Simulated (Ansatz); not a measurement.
Relaxed C (diamond):

```
CELL_PARAMETERS angstrom
      0.00000     3.56027     3.56027
      1.78014     0.00000     1.78014
      1.78014     1.78014     0.00000
ATOMIC_POSITIONS crystal
  C  0.25000 0.50000 0.50000
  C  0.75000 0.50000 0.50000
  C  0.37500 0.75000 0.75000
  C  0.87500 0.75000 0.75000
```

In this cell atom 3 (C, nearest neighbour C at 1.542 Å; its periodic images, 2.5 Å or more away, move with it) is moved by s along Cartesian [110], unit vector (0.707, 0.707, 0.000); all other atoms and the cell stay fixed.

Computed with r2SCAN (plane waves to 500 eV, PAW, scalar-relativistic; Ansatz, an electronic-structure program). k mesh 13×13×13 (Γ-centred), Fermi-Dirac smearing 0.05 eV. Energies are smeared free energies. Compression counts positive. F∥ is the force on the atom along that direction. F⊥ is the part of the force across the line. C was relaxed with its symmetry unable to fall. The PAW data are Ansatz's earlier set. ΔE is measured from the undisplaced structure.

```csv
s (Å),ΔE (meV/cell),|F⊥| (eV/Å),P (GPa),F∥ (eV/Å)
-0.150,440,1.244,4.22,5.835
-0.120,282,0.793,2.69,4.684
-0.090,159,0.444,1.51,3.521
-0.060,71,0.197,0.67,2.351
-0.030,18,0.049,0.17,1.176
0.000,0,0.000,0.00,0.000
0.030,18,0.049,0.17,-1.176
0.060,71,0.197,0.67,-2.351
0.090,159,0.444,1.51,-3.521
0.120,282,0.793,2.69,-4.684
0.150,440,1.244,4.22,-5.835
```

Read from the data:

- Energy at s = 0.150 Å: 440 meV/cell
- Force along the line at s = -0.150 Å: 5.84 eV/Å
- Symmetry of the curve: even: the same for both signs
- Shape of the curve: a single well with its minimum at or next to zero displacement
- Force constant k = d²E/ds² at s = 0 (finite differences): 39.2 eV/Å²
- Harmonic estimate at the end of the scan: ½ks² = 441 meV/cell against the computed 440 meV/cell, so the well is close to harmonic there

(For displaced atoms, the force is minus the slope of the energy, and its curvature is a force constant, which sets phonon frequencies.)
